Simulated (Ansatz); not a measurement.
A generator proposed this cell of Ge₃Se₄.

```
CELL_PARAMETERS angstrom
5.61166 0.00000 0.00000
0.00000 5.61166 0.00000
0.00000 0.00000 5.61166
ATOMIC_POSITIONS crystal
Ge 0.00000 0.50000 0.50000
Ge 0.50000 0.00000 0.50000
Ge 0.50000 0.50000 0.00000
Se 0.50000 0.00000 0.00000
Se 0.00000 0.50000 0.00000
Se 0.00000 0.00000 0.50000
Se 0.00000 0.00000 0.00000
```

All numbers below come from DFT PBE, scalar-relativistic, plane waves, PAW in Ansatz 0.2.0. Cutoff 420 eV; k points 4×4×4 on the computed 7-atom cell (Γ-centred); Gaussian smearing, width 0.10 eV; no spin polarisation.

Formation energies are uncorrected and refer to the elements' standard structures at the same level.

Problem. Estimate its pressure, forces and energy as it stands.

Solution. The pressure is 0.2 GPa (near zero), the largest force is 0.00 eV/Å (symmetry fixes the atoms), and the energy is +0.28 eV/atom against the elements. The shortest distance is 2.81 Å.

Problem. Is it a good guess?

Solution. A good one: relaxing gains under 0.1 eV/atom (the start's value is from the coarse mesh, so the gain is rough) in 6 ionic steps and ends at +0.20 eV/atom on the finer mesh. The symmetry stays Pm-3m (No. 221). The volume per atom stays near 25.2 Å³. The shortest distance goes from 2.81 Å (Ge–Se and Se–Se) to 2.80 Å (Ge–Se and Se–Se). Conventional cell: a = 5.607 Å. Ge has 4 Se at 2.80 Å; Se on a site of symmetry 4/mmm has 2 Se at 2.80 Å and 4 Ge at 2.80 Å; around Se on a site of symmetry m-3m lie 6 Se at 2.80 Å.

The last run used an 8×8×8 mesh for its 7-atom cell and Gaussian smearing of 0.10 eV. The reference form of Se is held partly by dispersion forces, which this level lacks. The relaxation can't lower the symmetry of the start, and the grade says only how near the guess is to its own end. Symmetry constrained the relaxation, so the result can be a saddle point.
